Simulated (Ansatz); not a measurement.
Trial structure of CuMo, not yet relaxed:

```
Cu Mo
1.0
     0.00000    2.50409    2.50409
     2.50409    0.00000    2.50409
     2.50409    2.50409    0.00000
Cu Mo
1 1
Direct
  0.00000 0.00000 0.00000
  0.50000 0.50000 0.50000
```

These are results of DFT PBE, scalar-relativistic, plane waves, PAW in Ansatz, not measurements. Settings: cutoff 420 eV, Γ-centred mesh 6×6×6 on the computed 2-atom cell, Gaussian smearing of 0.10 eV; no spin polarisation.

The zero of energy is the elements' standard structures at the same level; no fitted shifts are applied.

Q: Estimate its pressure, forces and energy as it stands.

A: The pressure is -2.5 GPa (it wants to contract), the largest force is 0.00 eV/Å (symmetry fixes the atoms), and the energy is +1.14 eV/atom against the elements. The shortest distance is 2.50 Å.

Q: How much does it gain on relaxing, and where does it end?

A: Relaxing gains under 0.1 eV/atom (the start's value is from the coarse mesh, so the gain is rough) in 4 ionic steps and ends at +1.12 eV/atom on the finer mesh. The symmetry stays Fm-3m (No. 225). The end has the rock salt type. The volume per atom shrinks by 1.6 %, from 15.7 to 15.4 Å³. The shortest distance goes from 2.50 Å (Cu–Mo) to 2.49 Å (Cu–Mo). Conventional cell: a = 4.981 Å. Cu is surrounded by 6 Mo at 2.49 Å; around Mo lie 6 Cu at 2.49 Å.

The last run used a 20×20×20 mesh for its 2-atom cell and Gaussian smearing of 0.10 eV. The relaxation can't lower the symmetry of the start. A structure relaxed within its symmetry needn't be a true minimum. Another cell of CuMo relaxed alike, in P4/mmm, lies 0.89 eV/atom lower, so this cell isn't the stable form at this level.
